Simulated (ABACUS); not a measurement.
Worked example: self-consistent single point of AgNO₃ (R3m, 5 atoms in the cell; from Materials Project mp-8196, lattice scaled a little) in ABACUS.

Method: LDA (PW92), PseudoDojo 0.4 standard norm-conserving LDA (tails mended) pseudopotentials (plane waves; ABACUS).

```
CELL_PARAMETERS angstrom
      2.59870     1.50036     2.88738
     -2.59870     1.50036     2.88738
      0.00000    -3.00072     2.88738
ATOMIC_POSITIONS crystal
  Ag 0.99804 0.99804 0.99804
  N  0.57411 0.57411 0.57411
  O  0.43488 0.43488 0.85948
  O  0.85948 0.43488 0.43488
  O  0.43488 0.85948 0.43488
```

Reference input (self-consistent single point, DFT, LDA (PW92), plane waves, PseudoDojo 0.4 standard norm-conserving LDA (tails mended) pseudopotentials): KPT = Gamma 6 6 6 0 0 0; basis_type = pw; dft_functional = PWLDA; ecutwfc = 86 Ry; smearing_method = gaussian; smearing_sigma = 0.00146997 Ry; potentials = PseudoDojo 0.4 standard norm-conserving LDA (tails mended); symmetry = 1; symmetry_prec = 1e-05; ks_solver = cg; scf_nmax = 100; scf_thr = 1.0e-09 Ry. This run's input differs from it in these lines:

```diff
@@ -6,3 +6,3 @@
 dft_functional       PWLDA
-ecutwfc              86.0
+ecutwfc              68.8
 symmetry             1
```

Log, with long lists cut:

```
 SELF-CONSISTENT
 -------------------------------------------
                                 init_chg = atomic

 PW ALGORITHM --------------- ION=   1  ELEC=   1--------------------------------

 Density error is 0.675549597375
                          Error Threshold = 0.01
 E_KohnSham     -429.1387959243      -5838.7328574303
 E_Fermi        0.3998327847         5.4400041190

 PW ALGORITHM --------------- ION=   1  ELEC=   2--------------------------------

 Density error is 0.0505862331372
                          Error Threshold = 0.00160845142232
 E_KohnSham     -429.2910904138      -5840.8049302606
   [... lines left out ...]

 Density error is 6.20881015048e-09
                          Error Threshold = 1.07136529553e-11
 E_KohnSham     -429.2913695439      -5840.8087280203
 E_Fermi        0.3677643830         5.0036911303

 PW ALGORITHM --------------- ION=   1  ELEC=  15--------------------------------

 Density error is 5.81623076126e-10
                          Error Threshold = 1.07136529553e-11
 E_KohnSham     -429.2913695440      -5840.8087280222
 E_KS(sigma->0) -429.2913695440      -5840.8087280222
 E_entropy(-TS) -0.0000000000        -0.0000000000
 E_Fermi        0.3677596684         5.0036269855
 charge density convergence is achieved
 final etot is -5840.808728 eV
 EFERMI = 5.0036269855 eV

 STATE ENERGY(eV) AND OCCUPATIONS    NSPIN == 1
   [... 28 lines left out ...]

 TOTAL-FORCE (eV/Angstrom)
                       Ag1         0.0000000000         0.0000000000         0.0399728101
                        N1         0.0000000000         0.0000000000         0.0372466709
                        O1         0.0000000000         1.1168508045        -0.0257398270
                        O2        -0.9672213068        -0.5584254067        -0.0257398270
                        O3         0.9672213068        -0.5584254067        -0.0257398270

 TOTAL-STRESS (KBAR)
      -154.4100529058        -0.0000000000         0.0000000000
         0.0000000000      -154.4100961111         0.0000178256
         0.0000000000         0.0000178256       -84.4917847635
 TOTAL-PRESSURE: -131.103978 KBAR

 --------------------------------------------
 !FINAL_ETOT_IS -5840.8087280221507172 eV
 --------------------------------------------
```

The run converged in 15 iterations. Against the reference run the free energy rises by 25.0 meV/atom, the pressure goes from -9.90 to -13.11 GPa, the largest force moves little (1.118 to 1.117 eV/Å) and the gap on the mesh moves little (1.530 to 1.531 eV).

Forces above 1 eV/Å remain at this geometry. This run is one point of a test of settings, so its values need not be converged; read them against the reference run alone. The structure comes from a collection of computed structures, made at another level of theory; the collection holds predicted forms beside known ones. Its lattice was then scaled.

Cost on one core: around 100 core-seconds (rough).

At a cut-down plane-wave cutoff the stress holds a Pulay term: a spurious tension from the incomplete basis, which lowers the pressure; energies, forces and gaps of such rows are unconverged too.

“Tails mended”: in these copies of the files the far tail of each local potential was reset to the Coulomb form.
